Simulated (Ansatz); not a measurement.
**Single point on CuMo2**

Cell: generated CuMo2 built from the CdI2 structure and then distorted, expanded.

Ansatz, full-potential LAPW; functional PBE; scalar relativity, no spin–orbit coupling, point nucleus. Occupations are Fermi–Dirac at 0.15 eV on a coarse k-mesh, 3×3×1 Γ-centred; the results hold for that mesh. In metals such a mesh can move stress, forces and moments by their own size. Spin-restricted. The cell's electron count is odd, so a run with spin could end lower. Atoms are numbered as listed.

```
CELL_PARAMETERS angstrom
3.59508 0.10374 -0.02073
-1.70770 2.94856 0.08014
-0.03385 0.13158 5.74841
ATOMIC_POSITIONS crystal
Cu 0.27105 0.89456 0.50912
Mo 0.51572 0.47161 0.72264
Mo 0.01379 0.24169 0.24163
```

Problem. Predict the output of the run.

Solution. 
Forces (eV/Å): Cu1 (0.109, -2.160, -1.650); Mo2 (1.676, 2.163, 3.203); Mo3 (-1.785, -0.003, -1.553).

Stress xx yy zz yz xz xy in GPa, positive in compression: -15.04 -1.74 -14.26 6.98 9.93 -9.86.

```
All-electron free energy E − TS (its zero hangs on the relativistic scheme and nucleus) : -265387.176 eV
Pressure                                                                                : -10.34 GPa
Largest force                                                                           : 4.213 eV/Å
```

Problem. Switch to LDA (PW92), all else held.

Solution. Beside PBE, the pressure drops by 7.64 GPa to -17.98 GPa, and the forces move by 0.527 eV/Å (r.m.s. over the atoms).

| atom | Fx (eV/Å) | Fy (eV/Å) | Fz (eV/Å) |
| --- | --- | --- | --- |
| Cu1 | 0.086 | -2.003 | -1.507 |
| Mo2 | 1.538 | 2.021 | 2.535 |
| Mo3 | -1.625 | -0.019 | -1.028 |
